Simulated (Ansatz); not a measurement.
Pd (fcc, Cu type), frozen-phonon scan

Starting cell, Pd (fcc, Cu type):

```
Pd
1.0
    0.00000     3.90836     3.90836
    1.95418     1.95418     3.90836
    1.95418     1.95418     0.00000
Pd
2
Direct
  0.00000   0.00000   0.00000
  0.50000   0.00000   0.00000
```

A phonon eigenvector at X = (0.5, 0.5, 0.0) is frozen into this cell: atom i moves by Q times the vector below, so Q is the largest atomic displacement, in Å. The cell is held. It is one choice among 2 degenerate patterns. (q is in reciprocal vectors of the primitive cell; the cell shown is doubled to hold the pattern.)

```json
[
 {"atom": "Pd1", "x": "0.000", "y": "1.000", "z": "0.000"},
 {"atom": "Pd2", "x": "0.000", "y": "-1.000", "z": "0.000"}
]
```

Method: r2SCAN (plane waves to 500 eV, PAW, scalar-relativistic; Ansatz, a quantum-chemistry and plane-wave program). k mesh 20×20×20 (Γ-centred), Fermi-Dirac smearing 0.05 eV. E stands for the smeared free energy. Stress and pressure are positive under compression. With partly filled bands, energies and forces of such displacements shift with the k mesh and the smearing. Pd is run without spin polarisation. Pd was relaxed with its symmetry unable to fall. The zero of ΔE is the undisplaced structure.

```csv
Q (Å),ΔE (meV/cell),−dE/dQ from forces (eV/Å),P (GPa)
-0.180,288,3.239,6.1
-0.150,200,2.668,4.3
-0.120,128,2.131,2.7
-0.090,72,1.597,1.5
-0.060,32,1.063,0.7
-0.030,8,0.531,0.2
0.000,0,0.000,0.0
0.030,8,-0.531,0.2
0.060,32,-1.063,0.7
0.090,72,-1.597,1.5
0.120,128,-2.131,2.7
0.150,200,-2.668,4.3
0.180,288,-3.239,6.1
```

Summary:

- Energy at Q = 0.180 Å = 288 meV/cell
- Space group of the distorted cell = Cmcm (No. 63), lowered from Fm-3m
- Symmetry of the curve = even: the same for both signs
- Shape of the curve = a single well with its minimum at or next to zero displacement
- Harmonic wavenumber from the curvature (finite differences) = 150 cm⁻¹
- Wavenumber by perturbation theory (DFPT, on another k mesh) = 150 cm⁻¹

(For displaced atoms, the force is minus the slope of the energy, and its curvature is a force constant, which sets phonon frequencies.)
